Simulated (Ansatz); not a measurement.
LiF (rock salt, space group No. 225), a = b = c = 3.990 Å, α = β = γ = 90.00°; the cell used has 2 atoms.

Relaxed with r²SCAN.

Question: Decompose the optical modes at the zone centre into irreducible representations, and say which are infrared and Raman allowed.

Answer: Point group m-3m: Γ_opt = T1u. Infrared: T1u. Raman: none.

Question: Assign frequencies (DFPT, r²SCAN in the plane-wave PAW code Ansatz; without the LO–TO term).

Answer: T1u 319 cm⁻¹.

Space group Fm-3m (rock salt). The cell was relaxed with r²SCAN under the symmetry of its start; phonons on a q-mesh show no instability.

Potentials: the later of the program's two PAW sets.
